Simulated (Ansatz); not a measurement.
The start is a generated cell, Ni placed in the AFLOW prototype A_oC8_64_f (A17, as in P). A full variable-cell relaxation at zero pressure is run with PBEsol (plane waves to 420 eV, PAW, scalar-relativistic; Ansatz, a first-principles code). The first steps use a coarse 12×12×9 k-mesh.

Initial structure:
```
CELL_PARAMETERS angstrom
      1.37698    -4.35418     0.00000
      1.37698     4.35418     0.00000
      0.00000     0.00000     3.63718
ATOMIC_POSITIONS crystal
  Ni 0.39832 0.60168 0.58056
  Ni 0.60168 0.39832 0.41944
  Ni 0.89832 0.10168 0.91944
  Ni 0.10168 0.89832 0.08056
```
Spin-polarised start, with parallel moments on Ni.

```yaml
outcome: The space group goes from Cmce (No. 64) to Fmmm (No. 69), with 2 atoms in the primitive magnetic cell
energy_released: about 2.3 eV/atom
band_gap_at_the_end: no gap (metallic)
moments_at_the_end: net 0.60 μB/atom, ferromagnetic
optimiser_moves: 11
```

Final values are on a 18×18×18 k-mesh of the relaxed cell. The start holds a very short contact (Ni–Ni 1.85 Å). Spin state reached: ferromagnetic (net 0.60 μB/atom), from parallel starting moments; other spin orders were not run from this start.

The run could not lose the symmetry of its start, so the end can be a saddle point.

The relaxed structure here is a generated cell of Ni: the first start was made by placing the elements on the sites of a structure type, and the end was not matched to a known phase here, so it may be hypothetical. Known forms of Ni include space group No. 225.
